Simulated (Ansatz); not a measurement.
Here is the system:

CsGeBr₃ (cubic perovskite, space group No. 221), a = 5.533 Å, b = 5.533 Å, c = 5.533 Å, α = 90.00°, β = 90.00°, γ = 90.00°.

This is the r²SCAN-relaxed structure.

All from the program Ansatz at the r²SCAN level (PAW), unless another level is named. Estimate the formation energy from the elements (no fitted shifts).

-1226 meV/atom.

Give the hole effective mass.

0.061 mₑ (isotropic).

And the hole effective mass with spin–orbit coupling?

0.057 mₑ (isotropic).

What about the gap with spin–orbit coupling?

0.52 eV.

And the valence-band maximum?

at R.

Space group Pm-3m (cubic perovskite). The workflow started from a Materials Project entry (that database holds measured and hypothetical structures alike); the Crystallography Open Database copy checked does not list it. Whether it is the stable phase at ambient conditions was not checked. The cell was relaxed with r²SCAN under the symmetry of its start; whether a distortion lowers the energy is not shown. The references are the lowest solids computed at this level, not always the standard phases. Scalar-relativistic: spin–orbit coupling is off unless named, which matters more the heavier the elements.

Potentials: the later of the program's two PAW sets.
